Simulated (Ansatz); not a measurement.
Relaxed NaCl (rock salt):

```
CELL_PARAMETERS angstrom
      0.00000     2.84776     2.84776
      2.84776     0.00000     2.84776
      2.84776     2.84776     0.00000
ATOMIC_POSITIONS crystal
  Cl 0.00000 0.00000 0.00000
  Na 0.50000 0.50000 0.50000
```

Method: PBE (plane waves to 420 eV, PAW, scalar-relativistic; Ansatz, an electronic-structure program). k mesh 8×8×8 (Γ-centred), Fermi-Dirac smearing 0.05 eV. NaCl was relaxed with its symmetry unable to fall.

One atom of the cell was then moved (with its periodic images), all else fixed, and the forces (eV/Å) came out as:

```
atom      Fx      Fy     Fz
----  ------  ------  -----
Cl1    0.810   0.810  0.000
Na2   -0.810  -0.810  0.000
```

With two atoms only their relative shift counts; take Cl1 as fixed.

Which atom was moved, and by which vector (Å)?

Na2, by (0.48, 0.48, 0.00), 0.68 Å in all.

(A displaced cell: forces are minus the slopes of the energy, force constants its curvatures, and phonons follow from these.)
